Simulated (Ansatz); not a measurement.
CuS (Fm-3m): electronic heat capacity and spin susceptibility from the density of states

Level of theory: Ansatz, DFT r2SCAN, scalar-relativistic, plane waves, PAW.

Cutoff 500 eV; k points 14×14×14 on the computed 2-atom cell (Γ-centred); Gaussian smearing, width 0.10 eV; no spin polarisation.

Relaxed cell: Fm-3m, a = 4.858 Å, b = 4.858 Å, c = 4.858 Å, α = 90.00°, β = 90.00°, γ = 90.00°, 2 atoms in the primitive cell. Whether it is the stable form of this composition wasn't checked.

The density of states at the Fermi level is 1.038 states/eV in the cell of 2 atoms (1 formula unit; both spins, tetrahedra on a 21×21×21 mesh).

Question: What Sommerfeld coefficient and Pauli susceptibility does this give?

Answer: Per formula unit N(E_F) = 1.038 states/eV. γ = (π²/3) k_B² N(E_F) N_A = 2.357 mJ/(mol K²) per state/eV, so γ = 2.4 mJ/(mol K²), a mole of formula units. χ_P = μ_B² N(E_F) N_A = 3.23×10⁻⁵ emu/mol per state/eV gives 3.4×10⁻⁵ emu/mol. This is the bare band result: a measured γ of the same phase is as a rule larger by a factor 1 + λ from phonons and spin fluctuations, the spin part of χ is larger by the Stoner factor, and a measured χ also holds orbital and core terms. N(E_F) at one energy is sensitive to the mesh where the density of states has sharp peaks.

Spin polarisation was left out, and a magnetic state may lie lower.

A ferromagnetic start lost its moments in a first run, so spin was left out; other magnetic orders weren't tried.